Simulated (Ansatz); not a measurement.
# One input, then a changed one: Au (fcc type)

First run: DFT, PBE, all-electron LAPW, scalar-relativistic (Ansatz 0.2.0).

Command: `ansatz run input.yaml --threads 2 --pin off --max-ram 4096MiB --backend cpu --events-out ev --progress --plain --runs-dir out` It took 19 s on 2 threads of Intel(R) Xeon(R) 6975P-C (Granite Rapids), with other jobs on the host, peak memory 0.71 GiB.

```yaml
crystal:
  lattice:
    - [-2.0789639816, 2.0789639816, 0.0]
    - [0.0, 0.0, 4.1579279633]
    - [2.0789639816, 2.0789639816, 0.0]
  atoms:
    - { symbol: Au, position: [0.0, 0.0, 0.0] }
    - { symbol: Au, position: [0.5, 0.5, 0.5] }
kpoints:
  mp_grid: { grid: [12, 9, 12] }
scf:
  occupations: { method: fermi_dirac, width: 0.05 }
hamiltonian:
  xc: pbe
  pseudopotentials: { kind: all_electron, lapw: { basis_error: 0.001 } }
output:
  forces: true
  stress: true
  eigenvalues: true
```

The base cell comes from a relaxation on PAW files under the same functional.

This run: bulk in the slab's orientation.

It converges in 7 SCF iterations at a pressure of 0.02 GPa.

The input is then changed:

```diff
 kpoints:
-  mp_grid: { grid: [12, 9, 12] }
+  mp_grid: { grid: [18, 14, 18], shift: [0.5, 0.5, 0.5] }
 scf:
   occupations: { method: fermi_dirac, width: 0.05 }
+  lower_state_search: "off"
 hamiltonian:
```

**Question.** What does the second run give?

**Answer.** It converges in 7 SCF iterations at a pressure of -0.05 GPa, free energy -4.4 meV/atom against the first run's. More than one line changes, and not each need have an effect.
